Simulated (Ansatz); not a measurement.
In₂O₃:
```
In2O3
1.0
   -5.03108     5.03108     5.03108
    5.03108    -5.03108     5.03108
    5.03108     5.03108    -5.03108
In O
16 24
Direct
  0.50000   0.50000   0.50000
  0.50000   0.00000   0.00000
  0.00000   0.50000   0.00000
  0.00000   0.00000   0.50000
  0.25000   0.71639   0.46639
  0.75000   0.78361   0.03361
  0.46639   0.25000   0.71639
  0.03361   0.75000   0.78361
  0.71639   0.46639   0.25000
  0.78361   0.03361   0.75000
  0.75000   0.28361   0.53361
  0.25000   0.21639   0.96639
  0.53361   0.75000   0.28361
  0.96639   0.25000   0.21639
  0.28361   0.53361   0.75000
  0.21639   0.96639   0.25000
  0.53618   0.77205   0.54450
  0.72754   0.99168   0.95550
  0.96382   0.50832   0.23587
  0.77246   0.72795   0.26413
  0.54450   0.53618   0.77205
  0.95550   0.72754   0.99168
  0.23587   0.96382   0.50832
  0.26413   0.77246   0.72795
  0.77205   0.54450   0.53618
  0.99168   0.95550   0.72754
  0.50832   0.23587   0.96382
  0.72795   0.26413   0.77246
  0.46382   0.22795   0.45550
  0.27246   0.00832   0.04450
  0.03618   0.49168   0.76413
  0.22754   0.27205   0.73587
  0.45550   0.46382   0.22795
  0.04450   0.27246   0.00832
  0.76413   0.03618   0.49168
  0.73587   0.22754   0.27205
  0.22795   0.45550   0.46382
  0.00832   0.04450   0.27246
  0.49168   0.76413   0.03618
  0.27205   0.73587   0.22754
```

This is the LDA-relaxed structure.

Task: All from LDA in the plane-wave PAW code Ansatz, unless another level is named. Give the formation energy from the elements (no fitted shifts).

Result: -1710 meV/atom.

Task: Next, the electron effective mass?

Result: 0.18 mₑ (isotropic).

Task: Next, the band gap?

Result: 1.17 eV (smallest direct gap 1.17 eV).

Task: Give the conduction-band minimum.

Result: at Γ.

Task: What about the valence-band maximum?

Result: on the Γ–H line, 17 % of the way from Γ.

Space group Ia-3 (bixbyite). The cell was relaxed with LDA under the symmetry of its start. The references are the lowest solids computed at this level, not always the standard phases (solids in place of the gases). Scalar-relativistic: spin–orbit coupling is off unless named, which matters more the heavier the elements.

Potentials: the later of the program's two PAW sets.
